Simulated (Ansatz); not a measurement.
The cell is the one relaxed in the Materials Project (mp-9339), not relaxed further here; entries there can be hypothetical.

Input and log of a run on NbP: DFT, LDA, all-electron PAW with datasets made for the crystal, scalar-relativistic (Ansatz 0.2.0).

```yaml
crystal:
  lattice:
    - [-1.6749232544, 1.6749232544, 5.7401081759]
    - [1.6749232544, -1.6749232544, 5.7401081759]
    - [1.6749232544, 1.6749232544, -5.7401081759]
  atoms:
    - { symbol: Nb, position: [0.4998808, 0.4998808, 0.0] }
    - { symbol: Nb, position: [0.2498808, 0.7498808, 0.5] }
    - { symbol: P, position: [0.08274777, 0.08274777, 0.0] }
    - { symbol: P, position: [0.83274777, 0.33274777, 0.5] }
kpoints:
  mp_grid: { grid: [14, 14, 14] }
  band_path:
    path:
      - [0.0, 0.0, 0.0]
      - [0.0, 0.0, 0.5]
      - [0.25, 0.25, 0.25]
      - [0.0, 0.5, 0.0]
      - [0.0, 0.0, 0.0]
      - [0.5, 0.5, -0.5]
      - [0.2712857854, 0.7287142146, -0.2712857854]
      - [-0.2712857854, 0.2712857854, 0.2712857854]
      - [0.0, 0.0, 0.0]
    npoints: 8
scf:
  occupations: { method: fermi_dirac, width: 0.03 }
hamiltonian:
  xc: lda
  pseudopotentials: { kind: all_electron, datasets: crystal }
output:
  forces: true
  stress: true
  eigenvalues: true
  efg: { contact_densities: true }
```

What the program printed:

```
basis.fft_grid_basis auto: the FFT boxes are laid along the combinations [[1, 0, 1], [0, 1, 1], [0, 0, 1]] of the cell's own vectors, 3.350, 3.350 and 6.210 Å long. The dense box has 18×18×32 points. Along the cell's own vectors, as sized, it would have 32×32×32, 3.16 times as many. Of the 8 symmetry operations that the crystal satisfies within crystal.symmetry.tolerance (time reversal apart; of a slab, those that keep its plane) the dense box along the cell's own vectors carries 8, and the one as laid loses 7 of those. basis.fft_grid_basis: typed keeps the cell's own vectors: state it where this run's energies or levels are differenced outside the engine with another run's, or held beside a run that keeps those vectors.
hamiltonian.pseudopotentials.datasets: crystal makes datasets for this crystal and solves the spheres of its atoms anew in each pass: cutoff 240.0 eV, the density's 960.0 eV; for an error of 0.50 meV an atom under PBE, 2.0 meV for the cell; an energy difference from a run of another recipe may be off by several times the error for the cell, under r2SCAN by more, where some 0.1 meV an atom stays at smaller errors; P in spheres of 1.169 Å, 5 of its electrons in bands; Nb in spheres of 1.376 Å, 13 of its electrons in bands
band count auto-derived: 29 (N_el = 36.0; filled up to band 18; 22 by the electrons, moments and atoms)
Nb: output.efg is read without spin–orbit coupling, which moves field gradients at and beside such atoms by some per cent and up to a factor of two; PAW files take it under magnetization.noncollinear and magnetization.spin_orbit
Engine: ansatz 0.2.0
Pseudopotentials: kind: all_electron
Pseudopotential: Nb, paw, valence charge 13, recommended cutoff 240 eV (normal), Koelling and Harmon's equation, gaussian nucleus
Pseudopotential: P, paw, valence charge 5, recommended cutoff 240 eV (normal), Koelling and Harmon's equation, gaussian nucleus
Functional definition: SPW92
  exchange = slater_x
  correlation = pw_c
Crystal: 4 atoms, lattice volume = 64.412 Å³
Basis set: ecut = 240 eV, 543 PW (Γ), FFT grids on a1+a3, a2+a3, a3
Bands: 29, of which v1, the nominal top of the filled ones, is band 18 counted from 1 (17 counted from 0)
Symmetry: 8 space group operations
Space group: I41md (ITA 109), of the structure as read, at distance tolerance 4.0e-5 Å
k-points: 244 of 2744 (time reversal used)
Non-local potential: Nb, projectors of the file, l = 0: 2, l = 1: 2, l = 2: 2
Non-local potential: P, projectors of the file, l = 0: 1, l = 1: 1
PAW form: soft (Blöchl's): semilocal exchange-correlation on the pseudo side does not see the compensation charge
PAW one-centre angular grid: Nb, 590 points (default); XC on its mesh's 1889 points in the sphere
PAW one-centre angular grid: P, 110 points (default); XC on its mesh's 1937 points in the sphere
Initial density: superposition of atomic densities (neutral atoms: chi_scale 0, normalization atom)
Initial wavefunctions: pseudopotential atomic-orbital guess
Functional: x = slater, c = lda
iter 1 solved again at ethr=2.71e-2 eV; its pass at ethr=1.00e-1 eV (dr2=9.75e0 eV) is discarded
SCF iter   1: F=—  HF=-226238.053346 eV  |F-HF|=—  |Δ(HF+E_count)|=         —  Δρ=9.81e-2  dr2=1.04e1  ethr=2.71e-2  ⟨swp⟩=2.8  Hψ=36435  notcnv=0
preconditioner: auto → Kerker (q_TF=auto, 2.476 Å⁻¹)  [metal: Δε(μ)=0.039 eV  Ē_g=9.664 eV  σ=0.030 eV  W_gap=0.31  n_scr=12 (ndim 8)  ℏωp=20.7 eV  f_vac=0.001  D(μ)=0.29/eV (n_scr^D=0)]
SCF iter   2: F=—  HF=-226235.949116 eV  |F-HF|=—  |Δ(HF+E_count)|=    2.10e0  Δρ=4.76e-2  dr2=2.30e0  ethr=2.71e-2  ⟨swp⟩=2.0  Hψ=14156  notcnv=0
iter 3 solved again at ethr=2.71e-4 eV; its pass at ethr=6.38e-3 eV (dr2=9.75e-2 eV) is discarded
SCF iter   3: F=—  HF=-226235.276713 eV  |F-HF|=—  |Δ(HF+E_count)|=   6.72e-1  Δρ=1.40e-2  dr2=1.11e-1  ethr=2.71e-4  ⟨swp⟩=3.1  Hψ=35770  notcnv=0  defer=72
SCF iter   4: F=—  HF=-226235.369453 eV  |F-HF|=—  |Δ(HF+E_count)|=   9.27e-2  Δρ=3.97e-3  dr2=5.79e-3  ethr=2.71e-4  ⟨swp⟩=3.1  Hψ=16182  notcnv=0  defer=7
SCF iter   5: F=—  HF=-226235.374246 eV  |F-HF|=—  |Δ(HF+E_count)|=   4.79e-3  Δρ=8.62e-4  dr2=2.74e-4  ethr=1.61e-5  ⟨swp⟩=2.3  Hψ=12337  notcnv=0  defer=24
SCF iter   6: F=—  HF=-226235.374228 eV  |F-HF|=—  |Δ(HF+E_count)|=   1.84e-5  Δρ=2.52e-4  dr2=4.41e-5  ethr=7.60e-7  ⟨swp⟩=2.5  Hψ=14829  notcnv=0  defer=12
SCF iter   7: F=—  HF=-226235.374219 eV  |F-HF|=—  |Δ(HF+E_count)|=   8.40e-6  Δρ=5.89e-5  dr2=2.78e-6  ethr=1.22e-7  ⟨swp⟩=2.1  Hψ=11547  notcnv=0  defer=9
SCF iter   8: F=—  HF=-226235.374219 eV  |F-HF|=—  |Δ(HF+E_count)|=   3.65e-7  Δρ=1.88e-5  dr2=4.16e-7  ethr=7.72e-9  ⟨swp⟩=3.0  Hψ=13904  notcnv=0  defer=2
SCF iter   9: F=-226235.374219 eV  HF=-226235.374219 eV  |F-HF|=2.11e-8  |Δ(HF+E_count)|=   9.85e-8  Δρ=5.00e-6  dr2=2.88e-8  ethr=1.15e-9  ⟨swp⟩=2.0  Hψ=11517  notcnv=0  defer=4
SCF 1 converged in 9 iterations: F = -226235.374210 eV  dr2 = 2.88e-8
  Residual-converged pass: ⟨swp⟩=3.1  Hψ=15880  notcnv=0  max |occ|·‖R‖ = 6.6e-6 eV (tolerance 6.7e-6 eV)  dr2=2.76e-8  dr2_onsite=8.54e-9  max |Δocc| = 1.8e-9
  greatest PAW one-centre occupation: 0.998 electrons in one spin orbital (limit 2), on the Nb atom at site 0 (counted from 0), in its partial waves of l = 0
NSCF: frozen V_eff on 65 k-points
SCF converged after 9 iterations
Free energy (F): -226235.374210 eV
Harris-Foulkes:  -226235.374210 eV  (|F-HF|=2.11e-8)
Internal energy: -226235.372728 eV  (E = F + TS)
E sigma→0 (E₀):  -226235.373469 eV
Entropy (-TS):   -0.001482 eV (-0.371 meV/atom)
Past the cutoff: the bands carry plane waves up to 1.75 times it, of which those up to 1.5 times it add -0.000405 eV an atom, each by itself; the spheres take 0.000225 eV an atom off the energy for waves past 1.75 times it
By the cutoff:   a pressure is off by up to 0.007 GPa (1.2 times the spheres' own share and the shells' term, over an atom's volume, and 0.004 GPa: a bound that held against runs at twice the plane waves)
Past the cutoffs: a stress includes 0.0010 GPa for waves and charges beyond them, in addition to the slope of what the spheres take
In the spheres:  the bands' charges fall short by 2.7e-6 e at most (sound up to 1e-3)
Fermi energy:    16.411924 eV
--- Per-component energies (eV) ---
  The terms above E_closure are by the made datasets' own strengths, without shells solved beside the bands.
--- Forces (eV/Å), atoms counted from 1 ---
  atom   1  Nb    -0.00000000     0.00000000     0.01289122
  atom   2  Nb    -0.00000000    -0.00000000     0.01289122
  atom   3  P     -0.00000000     0.00000000    -0.01289299
  atom   4  P      0.00000000     0.00000000    -0.01289299
  max |Σ_I F_I| component: 3.55e-6 eV/Å
--- Stress (GPa, compression-positive) ---
       -9.443037       0.000000      -0.000000
        0.000000      -9.443037       0.000000
       -0.000000      -0.000000      -9.166896
  P = ⅓ Tr σ = -9.3510 GPa (-93.510 kbar)
--- PAW observables at the nuclei: V_zz in 10²¹ V/m², potentials from the cell's mean, atoms counted from 1 ---
  atom   1  Nb V_zz =    -2.047343   η = 0.2542   by run symmetry: allowed
            electrostatic potential = -6137.159519 V   contact ρ = 538614.760743 e/Å³
  atom   2  Nb V_zz =    -2.047343   η = 0.2542   by run symmetry: allowed
            electrostatic potential = -6137.159519 V   contact ρ = 538614.760740 e/Å³
  atom   3  P  V_zz =    +1.187398   η = 0.4052   by run symmetry: allowed
            electrostatic potential = -1499.237819 V   contact ρ = 15891.387004 e/Å³
  atom   4  P  V_zz =    +1.187398   η = 0.4052   by run symmetry: allowed
            electrostatic potential = -1499.237819 V   contact ρ = 15891.387005 e/Å³
--- Band table (eV; the first three rows and the last of 244) ---
  k-point 0: bands = ["-38.3567", "-38.3192", "-14.6830", "-14.4828", "-14.4828", "-14.3372", "-14.3372", "-14.2971", "3.7570", "6.1576", "10.2857", "13.4011", "14.1995", "14.1995", "14.2835", "14.6947", "15.0743", "15.0743", "17.2382", "18.0005", "19.0463", "19.5466", "19.5466", "19.8098", "20.4728", "20.4728"]
  k-point 1: bands = ["-38.3545", "-38.3180", "-14.6758", "-14.4971", "-14.4935", "-14.3522", "-14.3478", "-14.2950", "3.8951", "6.2026", "10.3583", "13.1923", "14.0956", "14.1610", "14.1901", "14.5438", "15.0861", "15.2089", "17.0214", "17.6788", "19.0504", "19.2169", "19.7978", "20.0346", "20.3914", "20.8207"]
  k-point 2: bands = ["-38.3482", "-38.3146", "-14.6573", "-14.5358", "-14.5213", "-14.3887", "-14.3767", "-14.2946", "4.2838", "6.3070", "10.6118", "12.6756", "13.4675", "13.7635", "13.8703", "14.6543", "15.4074", "15.4950", "16.7461", "16.9888", "18.7979", "19.2654", "20.2229", "20.3637", "20.3935", "21.4621"]
  k-point 243: bands = ["-38.3380", "-38.3380", "-14.4933", "-14.4933", "-14.4908", "-14.4908", "-14.3288", "-14.3288", "4.7356", "4.7356", "12.4123", "12.4123", "13.7275", "13.7275", "13.7515", "13.7515", "15.9207", "15.9207", "17.5945", "17.5945", "18.6955", "18.6955", "19.9506", "19.9506", "21.0775", "21.0775"]
```
